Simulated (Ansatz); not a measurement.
Ga:
```cif
data_Ga8
_chemical_formula_sum 'Ga8'
_space_group_name_H-M_alt 'Cmce'
_space_group_IT_number 64
_space_group_name_Hall '-C 2ac 2'
_cell_length_a 4.42475
_cell_length_b 7.49236
_cell_length_c 4.43341
_cell_angle_alpha 90.000
_cell_angle_beta 90.000
_cell_angle_gamma 90.000
loop_
_atom_site_label
_atom_site_type_symbol
_atom_site_symmetry_multiplicity
_atom_site_Wyckoff_symbol
_atom_site_fract_x
_atom_site_fract_y
_atom_site_fract_z
_atom_site_occupancy
Ga1 Ga 8 f 0.00000 0.34407 0.41529 1
```
(The calculation used a cell of 4 atoms; values per cell refer to that cell.)

Relaxed with LDA.

Problem. Which orbitals make up the states near the Fermi level in DFT-LDA in the program Ansatz with PAW potentials?

Solution. Within 0.5 eV of the Fermi level: Ga 4p 82 %, Ga 4s 16 %. Projections are on Löwdin-orthogonalised atomic valence shells; empty p or d shells of many metals are not among them.

Problem. Tabulate the density of states.

Solution. States/eV per cell of 4 atoms, in 0.25 eV bins, energy from the Fermi level.

| E (eV) | total | Ga 4p | Ga 4s | Ga 3d |
|---|---|---|---|---|
| -7.85 | 0.86 | 0.41 | 0.44 | 0.01 |
| -7.60 | 0.92 | 0.43 | 0.48 | 0.01 |
| -7.35 | 1.09 | 0.51 | 0.57 | 0.01 |
| -7.10 | 1.11 | 0.53 | 0.57 | 0.01 |
| -6.85 | 0.95 | 0.45 | 0.49 | 0.01 |
| -6.60 | 0.72 | 0.34 | 0.36 | 0.01 |
| -6.35 | 1.00 | 0.51 | 0.49 | 0.01 |
| -6.10 | 1.11 | 0.56 | 0.53 | 0.01 |
| -5.85 | 1.08 | 0.56 | 0.51 | 0.01 |
| -5.60 | 1.22 | 0.65 | 0.56 | 0.01 |
| -5.35 | 1.21 | 0.64 | 0.56 | 0.01 |
| -5.10 | 1.17 | 0.61 | 0.55 | 0.01 |
| -4.85 | 1.13 | 0.58 | 0.53 | 0.01 |
| -4.60 | 1.08 | 0.56 | 0.52 | 0.01 |
| -4.35 | 1.03 | 0.53 | 0.49 | 0.01 |
| -4.10 | 0.90 | 0.50 | 0.39 | 0.01 |
| -3.85 | 0.93 | 0.56 | 0.35 | 0.01 |
| -3.60 | 1.06 | 0.70 | 0.34 | 0.01 |
| -3.35 | 1.36 | 0.92 | 0.43 | 0.01 |
| -3.10 | 1.47 | 1.03 | 0.42 | 0.01 |
| -2.85 | 1.33 | 0.98 | 0.33 | 0.01 |
| -2.60 | 1.31 | 1.00 | 0.30 | 0.01 |
| -2.35 | 1.35 | 1.06 | 0.27 | 0.01 |
| -2.10 | 1.44 | 1.17 | 0.26 | 0.01 |
| -1.85 | 1.65 | 1.38 | 0.26 | 0.01 |
| -1.60 | 1.94 | 1.66 | 0.26 | 0.01 |
| -1.35 | 2.06 | 1.78 | 0.26 | 0.01 |
| -1.10 | 1.78 | 1.53 | 0.23 | 0.01 |
| -0.85 | 1.55 | 1.33 | 0.20 | 0.01 |
| -0.60 | 1.40 | 1.20 | 0.19 | 0.01 |
| -0.35 | 1.15 | 0.97 | 0.16 | 0.01 |
| -0.10 | 0.80 | 0.66 | 0.13 | 0.00 |
| 0.15 | 0.48 | 0.38 | 0.09 | 0.00 |
| 0.40 | 0.71 | 0.55 | 0.14 | 0.00 |
| 0.65 | 1.21 | 0.85 | 0.33 | 0.01 |
| 0.90 | 1.53 | 0.97 | 0.52 | 0.01 |
| 1.15 | 2.15 | 1.32 | 0.75 | 0.01 |
| 1.40 | 2.07 | 1.32 | 0.68 | 0.01 |
| 1.65 | 1.81 | 1.22 | 0.53 | 0.01 |
| 1.90 | 1.47 | 1.01 | 0.42 | 0.01 |
| 2.15 | 1.37 | 0.95 | 0.38 | 0.01 |
| 2.40 | 1.59 | 1.11 | 0.42 | 0.01 |
| 2.65 | 1.72 | 1.22 | 0.43 | 0.01 |
| 2.90 | 1.77 | 1.26 | 0.42 | 0.01 |
| 3.15 | 1.92 | 1.36 | 0.45 | 0.01 |
| 3.40 | 1.84 | 1.32 | 0.42 | 0.01 |
| 3.65 | 1.66 | 1.21 | 0.34 | 0.01 |
| 3.90 | 1.92 | 1.43 | 0.36 | 0.01 |
| 4.15 | 1.85 | 1.35 | 0.36 | 0.01 |
| 4.40 | 1.81 | 1.33 | 0.33 | 0.01 |

Symmetry was held in the LDA relaxation. Spin–orbit coupling is left out wherever it is not named.

Potentials: the earlier of the program's two PAW sets. The files were generated under PBE; for other functionals the program regenerates the frozen cores, and for LDA and PBEsol the local potential too.
